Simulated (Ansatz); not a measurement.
**Run on MnCl2 (R-3m) — no U**

Level of theory: DFT, PBEsol, PAW with Ansatz's default frozen-core files, scalar-relativistic (Ansatz 0.2.0).

Command: `ansatz run input.yaml --threads 2 --pin off --max-ram 6144MiB --backend cpu --events-out ev --progress --plain --runs-dir out`

```yaml
crystal:
  lattice:
    - [1.843, 1.0640565461, 5.8233333333]
    - [-1.843, 1.0640565461, 5.8233333333]
    - [0.0, -2.1281130922, 5.8233333333]
  atoms:
    - { symbol: Mn, position: [0.0, 0.0, 0.0], spin: 4.0 }
    - { symbol: Cl, position: [0.25, 0.25, 0.25] }
    - { symbol: Cl, position: [0.75, 0.75, 0.75] }
magnetization:
  spin_polarized: true
kpoints:
  mp_grid: { grid: [9, 9, 9] }
scf:
  occupations: { method: fermi_dirac, width: 0.08 }
hamiltonian:
  xc: pbesol
  pseudopotentials: { kind: paw }
output:
  forces: true
  stress: true
  eigenvalues: true
  hubbard: { sites: [{ species: Mn, l: d }] }
  populations: true
  write_density: true
  write_potential: true
  elf: true
  volumetric_format: npy
```

The program prints:

```
basis.fft_grid_basis auto: the FFT boxes are laid along the combinations [[1, -1, 0], [0, 1, 0], [0, -1, 1]] of the cell's own vectors, 3.686, 6.200 and 3.686 Å long. The dense box has 25×45×25 points. Along the cell's own vectors, as sized, it would have 45×45×45, 3.24 times as many. Of the 12 symmetry operations that the crystal satisfies within crystal.symmetry.tolerance (time reversal apart; o …
Engine: ansatz 0.2.0
Pseudopotentials: kind: paw
Pseudopotential: Mn, paw, valence charge 15, recommended cutoff 420 eV (normal), Mn.paw.azcp
Pseudopotential: Cl, paw, valence charge 7, recommended cutoff 420 eV (normal), Cl.paw.azcp
Functional definition: PBEsol
  exchange = pbesol_x
  correlation = pbesol_c
Crystal: 3 atoms, lattice volume = 68.519 Å³
Basis set: ecut = 420 eV, 1333 PW (Γ), FFT grids on a1−a2, a2, −a2+a3, exchange–correlation on 50×90×50 points (8 copies of the dense FFT grid, shifted against one another)
Bands: 21, of which v1, the nominal top of the filled ones, is band 15 counted from 1 (14 counted from 0)
Symmetry: 12 space group operations
Space group: R-3m (ITA 166), of the structure as read, at distance tolerance 4.1e-5 Å
Magnetic group: BNS 166.97 (UNI 1327), of the structure as read, at distance tolerance 4.1e-5 Å
k-points: 85 of 729
Non-local potential: Mn, projectors of the file, l = 0: 3, l = 1: 2, l = 2: 3, l = 3: 1
Non-local potential: Cl, projectors of the file, l = 0: 2, l = 1: 2, l = 2: 2
PAW form: soft (Blöchl's): semilocal exchange-correlation on the pseudo side does not see the compensation charge
PAW frozen core: Mn, regenerated for the run's functional, and the local potential with it (the file was generated under x = pbe(κ = 0.804, μ = 0.2195149727645171), c = pbe(β = 0.06672455060314922))
PAW frozen core: Cl, regenerated for the run's functional, and the local potential with it (the file was generated under x = pbe(κ = 0.804, μ = 0.2195149727645171), c = pbe(β = 0.06672455060314922))
PAW one-centre angular grid: Mn, 590 points (default); XC on 64 Gauss nodes
PAW one-centre angular grid: Cl, 110 points (default); XC on 64 Gauss nodes
Initial density: superposition of atomic densities (chi_scale 0.1, normalization cell, long waves kept (reshape's long-wave potential 0.22 eV rms))
Starting moments: Σ|m| = 4 μB on 1 of 3 sites
Initial wavefunctions: pseudopotential atomic-orbital guess
Functional: x = pbesol(κ = 0.804, μ = 0.12345679012345678), c = pbesol(β = 0.046)
SCF iter   1: F=—  HF=-5995.892469 eV  |F-HF|=—  |Δ(HF+E_count)|=         —  Δρ=9.96e-2 (↑9.96e-2 ↓9.05e-2)  dr2=3.51e1  dr2_m=7.59e-2  M=3.950 μB ∫|m|=3.950 μB  β_m=0.30  ethr=3.10e-3  ⟨swp⟩=5.7  Hψ=16108  notcnv=0
Mixer restart at iter 1: flushing history
preconditioner: auto → Kerker (q_TF=auto, 2.364 Å⁻¹)  [metal: Δε(μ)=0.008 eV  Ē_g=9.322 eV  σ=0.080 eV  W_gap=0.02  n_scr=16 (ndim 8)  ℏωp=20.6 eV  f_vac=0.043  D(μ)=6.46/eV (n_scr^D=90)]
spin=Collinear: Kerker preconditioning applied to the charge; magnetization (m = ρ↑ − ρ↓) channel mixes plain (no charge-response kernel on spin).
SCF iter   2: F=—  HF=-5994.367741 eV  |F-HF|=—  |Δ(HF+E_count)|=    1.52e0  Δρ=5.32e-2 (↑5.32e-2 ↓2.55e-2)  dr2=4.64e0  dr2_m=7.10e-1  M=4.994 μB ∫|m|=4.994 μB  β_m=0.35  ethr=3.10e-3  ⟨swp⟩=3.1  Hψ=9362  notcnv=0
preconditioner: auto → none  [insulator: Δε(μ)=0.585 eV  Ē_g=9.944 eV  σ=0.080 eV  W_gap=0.95  n_scr=16 (ndim 8)  ℏωp=20.6 eV  f_vac=0.033  D(μ)=0.08/eV (n_scr^D=0)  ε∞_Penn≈5.3]
SCF iter   3: F=—  HF=-5993.318471 eV  |F-HF|=—  |Δ(HF+E_count)|=    1.05e0  Δρ=2.25e-2 (↑2.17e-2 ↓2.25e-2)  dr2=1.38e-1  dr2_m=2.60e-1  M=5.000 μB ∫|m|=5.000 μB  β_m=0.44  ethr=3.10e-3  ⟨swp⟩=3.2  Hψ=7732  notcnv=0
SCF iter   4: F=—  HF=-5993.121882 eV  |F-HF|=—  |Δ(HF+E_count)|=         —  Δρ=1.28e-2 (↑7.65e-3 ↓1.28e-2)  dr2=2.97e-2  dr2_m=5.69e-2  M=5.000 μB ∫|m|=5.000 μB  β_m=0.44  ethr=4.76e-4  ⟨swp⟩=2.6  Hψ=7265  notcnv=0  defer=7
Mixer restart at iter 4: flushing history
SCF iter   5: F=—  HF=-5993.182467 eV  |F-HF|=—  |Δ(HF+E_count)|=   6.06e-2  Δρ=8.04e-3 (↑6.04e-3 ↓8.04e-3)  dr2=7.81e-3  dr2_m=2.94e-2  M=5.000 μB ∫|m|=5.000 μB  β_m=0.68  ethr=1.03e-4  ⟨swp⟩=2.1  Hψ=6981  notcnv=0  defer=7
SCF iter   6: F=—  HF=-5993.251819 eV  |F-HF|=—  |Δ(HF+E_count)|=   6.94e-2  Δρ=2.81e-3 (↑2.54e-3 ↓2.81e-3)  dr2=1.13e-2  dr2_m=3.43e-3  M=5.000 μB ∫|m|=5.000 μB  β_m=0.70  ethr=2.69e-5  ⟨swp⟩=2.6  Hψ=7179  notcnv=0  defer=7
SCF iter   7: F=—  HF=-5993.253982 eV  |F-HF|=—  |Δ(HF+E_count)|=   2.16e-3  Δρ=1.33e-3 (↑1.33e-3 ↓1.05e-3)  dr2=4.43e-3  dr2_m=7.40e-5  M=5.000 μB ∫|m|=5.000 μB  β_m=0.60  ethr=2.69e-5  ⟨swp⟩=2.1  Hψ=6884  notcnv=0  defer=7
SCF iter   8: F=—  HF=-5993.252889 eV  |F-HF|=—  |Δ(HF+E_count)|=   1.09e-3  Δρ=6.07e-4 (↑6.07e-4 ↓1.92e-4)  dr2=2.91e-4  dr2_m=3.17e-5  M=5.000 μB ∫|m|=5.000 μB  β_m=0.54  ethr=1.53e-5  ⟨swp⟩=2.2  Hψ=6656  notcnv=0  defer=11
SCF iter   9: F=—  HF=-5993.252808 eV  |F-HF|=—  |Δ(HF+E_count)|=   8.11e-5  Δρ=1.60e-4 (↑1.60e-4 ↓5.75e-5)  dr2=1.75e-5  dr2_m=3.98e-6  M=5.000 μB ∫|m|=5.000 μB  β_m=0.60  ethr=1.00e-6  ⟨swp⟩=2.6  Hψ=5546  notcnv=0  defer=11
SCF iter  10: F=—  HF=-5993.252811 eV  |F-HF|=—  |Δ(HF+E_count)|=   3.18e-6  Δρ=4.74e-5 (↑4.74e-5 ↓1.95e-5)  dr2=2.03e-6  dr2_m=3.70e-7  M=5.000 μB ∫|m|=5.000 μB  β_m=0.73  ethr=6.05e-8  ⟨swp⟩=2.4  Hψ=5195  notcnv=0  defer=11
SCF iter  11: F=—  HF=-5993.252813 eV  |F-HF|=—  |Δ(HF+E_count)|=   1.70e-6  Δρ=3.84e-6 (↑3.84e-6 ↓3.24e-6)  dr2=4.79e-9  dr2_m=6.26e-9  M=5.000 μB ∫|m|=5.000 μB  β_m=0.79  ethr=7.00e-9  ⟨swp⟩=2.1  Hψ=5115  notcnv=0  defer=11
SCF iter  12: F=-5993.252813 eV  HF=-5993.252813 eV  |F-HF|=4.33e-9  |Δ(HF+E_count)|=   3.27e-9  Δρ=1.70e-6 (↑7.94e-7 ↓1.70e-6)  dr2=5.44e-9  dr2_m=3.79e-10  M=5.000 μB ∫|m|=5.000 μB  ethr=1.65e-11  ⟨swp⟩=5.5  Hψ=19427  notcnv=0
SCF 1 converged in 12 iterations: F = -5993.252813 eV  dr2 = 5.44e-9
  greatest PAW one-centre occupation: 1.004 electrons in one spin orbital (limit 2), on the Mn atom at site 0 (counted from 0), in its partial waves of l = 1
SCF converged after 12 iterations
Magnetization: 5.0000 μB (17.0000 up, 12.0000 down)
Absolute magnetization: 5.0000 μB (∫|ρ↑−ρ↓|, with the PAW one-centre terms)
Spin contamination: 0.0064 ħ² per cell (⟨S²⟩ above its minimum at these occupations)
Per-site moments (μB) at R_I (Å): [(4.400761486781345, 1.0636035558823118), (0.1116630163083241, 1.0636035558823118), (0.11166301630832366, 1.0636035558823123)]
Free energy (F): -5993.252813 eV
Harris-Foulkes:  -5993.252813 eV  (|F-HF|=4.33e-9)
Internal energy: -5993.252805 eV  (E = F + TS)
E sigma→0 (E₀):  -5993.252809 eV
Entropy (-TS):   -0.000008 eV (-0.003 meV/atom)
Fermi energy:    5.584265 eV
--- Per-component energies (eV) ---
  E_band       = -406.844101
  E_kinetic    = 617.814481
  E_local      = -3514.643558  (includes V_loc(G=0)·N_el)
  E_nonlocal   = 313.611481
  E_hartree    = 1431.056951
  E_xc         = -319.913523
  E_vxc        = -381.320194  (∫ρ·V_xc dr)
  E_paw        = -2562.007412  (= ΣΔE_a)
  E_vpaw       = -304.424446  (= ΣTr[D̂ρ^β])
  E_aug_tail   = 0.000176  (compensation charges beyond the density's cutoff)
  E_ewald      = -1959.497915
  E_core_change = 0.326515  (= ΣΔE_core)
  E_smearing   = -0.000008  (= −TS)
  E_closure    = 0.000000  (closes the sum)
  Σ components = -5993.252813   (vs F -5993.252813, Δ=0.00e0)
--- Forces (eV/Å), atoms counted from 1 ---
  atom   1  Mn    -0.00000000     0.00000000     0.00000000
  atom   2  Cl     0.00000000     0.00000000     0.70487584
  atom   3  Cl     0.00000000    -0.00000000    -0.70487584
  max |Σ_I F_I| component: 2.30e-31 eV/Å
--- Stress (GPa, compression-positive) ---
       -3.233917       0.000000       0.000000
        0.000000      -3.233917      -0.000000
        0.000000      -0.000000      -3.536991
  P = ⅓ Tr σ = -3.3349 GPa (-33.349 kbar)
--- Band table (eV; the first three rows and the last of 170) ---
  k-point 0 ↑: bands = ["-75.9122", "-44.7904", "-44.7854", "-44.7854", "-10.6137", "-9.8336", "-0.4961", "0.9513", "0.9513", "2.6730", "2.6730", "2.8498", "2.8498", "3.0201", "3.0877", "4.6112", "4.6112", "7.8223", "9.7965", "13.0333", "13.0333"]
  k-point 1 ↑: bands = ["-75.9121", "-44.7903", "-44.7861", "-44.7856", "-10.5477", "-9.8201", "-0.3776", "0.8668", "0.9748", "2.1386", "2.3919", "2.7990", "2.9668", "3.0727", "3.1920", "4.4762", "4.5595", "8.3003", "10.2720", "12.4702", "13.2563"]
  k-point 2 ↑: bands = ["-75.9121", "-44.7900", "-44.7879", "-44.7860", "-10.3698", "-9.7896", "-0.0706", "0.6890", "1.0205", "1.2321", "2.1036", "2.5178", "2.7971", "3.1903", "3.2752", "4.3338", "4.4786", "9.2478", "11.0189", "12.0309", "13.7123"]
  k-point 84 ↓: bands = ["-71.0715", "-40.0286", "-40.0279", "-40.0242", "-10.1644", "-9.9049", "0.8868", "1.5400", "2.1367", "2.3527", "2.6085", "2.7631", "6.7725", "6.9029", "7.0283", "7.6533", "7.7856", "10.3024", "10.9966", "13.7775", "14.3398"]
--- Löwdin populations: 3 sites ---
  site symbol       q [e]    m [muB]
     0     Mn     13.8625     4.6674
     1     Cl      7.4914     0.1513
     2     Cl      7.4914     0.1513
  spilling = 0.005336 (of n_electrons = 29.000000)
--- Occupation matrices: 1 shell (Löwdin-built; ε = 2.00e-2, provisional) ---
  Mn0 d_3D: site group D3d (-3m)
  Mn0 d_3D up     Tr n = 4.9837  λ = 0.995 0.995 0.998 0.998 0.998  [5× z2 0.20 (T2g 0.60) Eg(0.80)]
  Mn0 d_3D dn     Tr n = 0.3676  λ = 0.032 0.034 0.034 0.134 0.134  [3× z2 0.33 (T2g 1.00) Eg(0.67) | 2× xz 0.31 (Eg 1.00) Eg(1.00)]
  Tr n, λ and their labels are of the run-group-symmetrised matrices; stabiliser: 12 of 24 elements of G0×{1,Θ} (closed), max defect 2.2e-15 at τ = 4.2e-3
```

occupations.tsv:

```
# site	symbol	l	channel	k	occupation	cluster	real_ylm_label	real_ylm_weight	cubic_label	cubic_weight	pseudocubic_irrep	site_irrep	w_site_irrep	cell_site_irrep	w_cell_site_irrep
# site_irrep/w_site_irrep = the cluster's dominant irrep under the shell's site group (Mulliken, in the setting of the per-shell frame z, x; double-valued rows on a spinor block under rep=spin_orbital) and its weight, the cluster's purity; - without a site group
# cell_site_irrep/w_cell_site_irrep = the same under the site's group on the run's cell, the crystal's operations that keep its lattice, with its own per-shell comment where it differs; - as there, and where that group is no smaller or either group is refused
# basis = Löwdin-built
# labels = run-group-symmetrised matrices
# epsilon = 0.02 provisional = true under_converged = false
# stabiliser = 12/24 closed max_defect = 2.2031e-15 tolerance = 0.0042426
# site 0 Mn l=2_3D: orbit=0, site group D3d (-3m), |G|=12, z=[0.000000, 0.000000, 1.000000], x=[1.000000, 0.000000, 0.000000], rep=spin
0	Mn	2_3D	up	0	0.995485	0	z2	0.2000	z2	0.2000	T2g	Eg	0.8000	-	-
0	Mn	2_3D	up	1	0.995485	0	z2	0.2000	z2	0.2000	T2g	Eg	0.8000	-	-
0	Mn	2_3D	up	2	0.997513	0	z2	0.2000	z2	0.2000	T2g	Eg	0.8000	-	-
0	Mn	2_3D	up	3	0.997513	0	z2	0.2000	z2	0.2000	T2g	Eg	0.8000	-	-
0	Mn	2_3D	up	4	0.997716	0	z2	0.2000	z2	0.2000	T2g	Eg	0.8000	-	-
# Tr n = 4.983713
0	Mn	2_3D	dn	0	0.031963	0	z2	0.3333	z2	0.3333	T2g	Eg	0.6667	-	-
0	Mn	2_3D	dn	1	0.033550	0	z2	0.3333	z2	0.3333	T2g	Eg	0.6667	-	-
0	Mn	2_3D	dn	2	0.033550	0	z2	0.3333	z2	0.3333	T2g	Eg	0.6667	-	-
0	Mn	2_3D	dn	3	0.134255	1	xz	0.3143	xz	0.3143	Eg	Eg	1.0000	-	-
0	Mn	2_3D	dn	4	0.134255	1	xz	0.3143	xz	0.3143	Eg	Eg	1.0000	-	-
# Tr n = 0.367573
```

populations.tsv:

```
# site	symbol	l	j	q_up	q_dn
# orbitals = lowdin
# n_electrons = 29.000000
# spilling = 0.005336
0	Mn	0_3S	-	0.999917	0.999930
0	Mn	0_4S	-	0.281452	0.230440
0	Mn	1_3P	-	2.999863	2.999586
0	Mn	2_3D	-	4.983713	0.367573
1	Cl	0_3S	-	0.974324	0.963998
1	Cl	1_3P	-	2.847000	2.706062
2	Cl	0_3S	-	0.974324	0.963998
2	Cl	1_3P	-	2.847000	2.706062
```

Site moments (μB): Mn1 4.40, Cl2 0.11, Cl3 0.11. Cell moment 5.00 μB.

The magnetic group in the log treats spin as a scalar label, without spin–orbit coupling.

The PAW files were made with PBE; the program remakes their cores once for the run's functional and then keeps them frozen. None of this fixes the real material's magnetic order: only patterns that fit the cell were computed, at zero temperature, with a functional that can overstate moments.

It took 19 s on 2 threads of Intel(R) Xeon(R) Platinum 8488C (Sapphire Rapids), with other jobs on the host, peak memory 0.54 GiB.
